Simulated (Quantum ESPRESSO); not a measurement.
Ga4AsN3 (made-up cell) (calculated)

All values are calculated (Quantum ESPRESSO 7.5). Calculation on a made-up crystal cell, not a measurement, rerun at a higher cutoff and a denser mesh: periodic Kohn-Sham density functional theory in plane waves with PseudoDojo standard norm-conserving scalar-relativistic pseudopotentials, each functional with its own files (v0.5 for PBE, v0.4.1 for LDA and PBEsol), no spin polarisation, no spin-orbit coupling, atoms not relaxed, stress positive in tension, energies less a fixed whole-eV offset for each atom's element; levels are Kohn-Sham levels at fractions of this cell's reciprocal vectors, counted from the reference band (half the neutral cell's valence electrons, rounded up) at Gamma; error bars give the change to or from the runs named with them, not the error of the files; each bar is the largest change over components, and at least 0.002 eV, 0.002 eV per angstrom or 0.02 GPa; energies are for the whole cell, and the offsets were chosen from early runs and are not element reference energies.

```json
{"formula": "Ga4AsN3", "kind": "made-up cell", "structure": {"cell_angstrom": [[3.3358, -0.009, 0.059], [-0.0157, 5.8219, 0.0221], [0.0963, 0.0208, 5.4528]], "atoms_fractional": [["Ga", -0.00486, -0.0055, -0.00194], ["Ga", 0.49305, 0.49652, -0.00331], ["Ga", 0.50921, 0.16873, 0.50604], ["Ga", 0.00538, 0.68412, 0.49722], ["N", 0.02277, -0.01516, 0.36363], ["N", 0.489, 0.49612, 0.36315], ["As", 0.50189, 0.16673, 0.88184], ["N", -0.04732, 0.66836, 0.87675]]}, "given": {"lattice_type": "wurtzite", "functional": "pbe", "cutoff [eV]": 1437, "fermi_dirac_smearing [eV]": 0.025, "scf_tolerance [eV]": 1e-07, "electrons_removed": 0, "k_mesh": "7 x 6 x 6, shifted by half a step", "atom_site": [1, 2, 3, 4, 5, 6, 7, 8], "atom_energy_offset [eV]": [-2080, -2080, -2080, -2080, -283, -283, -2887, -283]}, "results": {"free_energy_less_offsets [eV]": 1.701, "scf_iterations": 12, "smearing_term_minus_ts [eV]": 0.0, "pressure [GPa]": 22.49, "stress_xx [GPa]": -22.45, "stress_yy [GPa]": -23.68, "stress_zz [GPa]": -21.34, "stress_yz [GPa]": 1.311, "stress_xz [GPa]": 2.595, "stress_xy [GPa]": -1.682, "force_site": [1, 2, 3, 4, 5, 6, 7, 8], "force_x [eV/angstrom]": [-0.263, -0.9397, -0.03351, -0.3205, -0.3189, 0.2152, 0.2304, 1.43], "force_y [eV/angstrom]": [-7.084, 7.407, -0.0009634, -1.976, 1.562, 0.324, -0.5912, 0.359], "force_z [eV/angstrom]": [4.43, 2.714, -7.835, 0.04056, 0.5421, 0.8678, -0.1993, -0.5606], "reference_band": 41, "level_k_point": ["Gamma", "(1/2,1/2,1/2)", "(0.15,0,0)", "(0,0.15,0)", "(0,0,0.15)"], "next_band_up [eV]": [0.9499, 2.073, 2.046, 1.421, 1.578], "error_bar_energy [eV]": 0.01906, "error_bar_stress [GPa]": 0.1923, "error_bar_force [eV/angstrom]": 0.004611, "error_bar_next_band_up [eV]": 0.002, "error_bars_from": "change from the looser run of this cell"}}
```
